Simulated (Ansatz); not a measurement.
ZrSi2:
```
CELL_PARAMETERS angstrom
      1.85297    -7.39960     0.00000
      1.85297     7.39960     0.00000
      0.00000     0.00000     3.67667
ATOMIC_POSITIONS crystal
  Si 0.94688 0.05312 0.75000
  Si 0.05312 0.94688 0.25000
  Si 0.24975 0.75025 0.75000
  Si 0.75025 0.24975 0.25000
  Zr 0.60540 0.39460 0.75000
  Zr 0.39460 0.60540 0.25000
```

Relaxed with PBE. Special points in fractions of this cell's reciprocal vectors: Γ (0.000, 0.000, 0.000); Y (-0.500, 0.500, 0.000); C0 (-0.266, 0.734, 0.000); Σ0 (0.266, 0.266, 0.000); Z (0.000, 0.000, 0.500); A0 (0.266, 0.266, 0.500); E0 (-0.266, 0.734, 0.500); T (-0.500, 0.500, 0.500); S (0.000, 0.500, 0.000); R (0.000, 0.500, 0.500).

**Question.** List the band energies nearest the Fermi level at these points for the program Ansatz at the PBE level (PAW).

**Answer.** In eV from the Fermi level; about four levels below and three above (degenerate sets whole), none deeper than 8.9 eV; points with the same levels are listed once.

```csv
k,below,above
Γ,-2.38 -2.36 -2.29 -0.08,1.13 1.39 1.41
Y,-2.65 -2.61 -1.88 -1.47,0.32 1.04 1.13
C0,-1.48 -0.92 -0.60 -0.13,0.94 1.06 1.59
Z,-1.88 -1.88 -0.07 -0.07,0.09 0.09 1.57 1.57
A0,-3.23 -3.23 -2.14 -2.14,2.05 2.05 2.94 2.94
T,-2.18 -2.18 -0.89 -0.89,0.05 0.05 2.28 2.28
S,-1.47 -0.85 -0.43 -0.42,0.91 0.93 2.09
R,-3.24 -3.24 -2.12 -2.12,2.12 2.12 3.09 3.09
```

Space group Cmcm. Symmetry was held in the PBE relaxation. No spin polarisation was allowed. Spin–orbit coupling is left out wherever it is not named.

Potentials: the later of the program's two PAW sets.
